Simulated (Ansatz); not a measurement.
Relaxed-ion elastic tensor of TiN (rock salt, space group No. 225) in GPa (Voigt order), the program Ansatz at the PBE level (PAW); density 5.37 g/cm³, 9.57 Å³ per atom.

```tsv
	1	2	3	4	5	6
1	578	127	127	0.0	0.0	0.0
2	127	578	127	0.0	0.0	0.0
3	127	127	578	0.0	0.0	0.0
4	0.0	0.0	0.0	165	0.0	0.0
5	0.0	0.0	0.0	0.0	165	0.0
6	0.0	0.0	0.0	0.0	0.0	165
```

Question: Is the crystal mechanically stable?

Answer: Yes: the smallest eigenvalue of C is 165 GPa.

Question: Work out the Voigt, Reuss and Hill averages.

Answer: K_V = 277, K_R = 277, K_H = 277; G_V = 189, G_R = 185, G_H = 187 GPa.

Question: Give Young's modulus, Poisson's ratio, Pugh's ratio and the universal anisotropy index.

Answer: E = 9KG/(3K + G) = 458 GPa; ν = 0.22; K/G = 1.48 (brittle by the Pugh limit of 1.75); A_U = 5G_V/G_R + K_V/K_R − 6 = 0.12.

Question: Estimate the sound speeds and the Debye temperature.

Answer: v_l = √((K + 4G/3)/ρ) = 9900 m/s, v_t = √(G/ρ) = 5900 m/s, mean 6530 m/s; Θ = (h/k)(3n/4πV)^(1/3) v_m = 916 K.

Question: Give the Zener ratio and Young's modulus along [100], [110] and [111].

Answer: A = 2C44/(C11 − C12) = 0.73; 1/E = S11 − 2(S11 − S12 − S44/2)Γ with Γ = 0, 1/4, 1/3 gives 532, 437, 413 GPa.

Space group Fm-3m (rock salt). The cell was relaxed with PBE under the symmetry of its start; phonons on a q-mesh show no instability. The run is not spin-polarised. With an odd number of electrons in the cell and no spin polarisation, the count alone makes it a metal. As this level gives no gap, shear constants depend on the k-mesh and smearing (Fermi–Dirac, 0.1 eV here).

Potentials: the later of the program's two PAW sets.
